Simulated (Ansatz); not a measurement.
The relaxed structure here is a generated cell of TaRu: the first start was made by placing the elements on the sites of a structure type, and the end was not matched to a known phase here, so it may be hypothetical.

One starting cell of TaRu (a generated cell, TaRu built in the AFLOW prototype AB_cF8_225_a_b (B1, as in NaCl)) was relaxed twice with Ansatz (plane waves, PAW, scalar-relativistic): with PBEsol at 420 eV and with PBE at 420 eV. The PBEsol result:

```cif
data_Ru4Ta4
_chemical_formula_sum 'Ru4 Ta4'
_space_group_name_H-M_alt 'Fm-3m'
_space_group_IT_number 225
_space_group_name_Hall '-F 4 2 3'
_cell_length_a 5.14806
_cell_length_b 5.14806
_cell_length_c 5.14806
_cell_angle_alpha 90.000
_cell_angle_beta 90.000
_cell_angle_gamma 90.000
loop_
_atom_site_label
_atom_site_type_symbol
_atom_site_symmetry_multiplicity
_atom_site_Wyckoff_symbol
_atom_site_fract_x
_atom_site_fract_y
_atom_site_fract_z
_atom_site_occupancy
Ru1 Ru 4 a 0.00000 0.00000 0.00000 1
Ta1 Ta 4 b 0.50000 0.50000 0.50000 1
```
(The calculation used a cell of 2 atoms; values per cell refer to that cell.)

| quantity | PBEsol | PBE |
|---|---|---|
| space group | Fm-3m | Fm-3m |
| volume (Å³/atom) | 17.05 | 17.66 |
| a (Å) | 5.148 | 5.208 |
| gap (eV, no spin-orbit coupling) | 0.00 | 0.00 |

Both levels end in the same structure; PBE's volume is 3.5 % larger. Neither column is exact.

No spin polarisation in the result.

The run could not lose the symmetry of its start, so the end can be a saddle point.

All atoms sit on sites fixed by symmetry, so only the cell could relax.

Ansatz is an electronic-structure program.
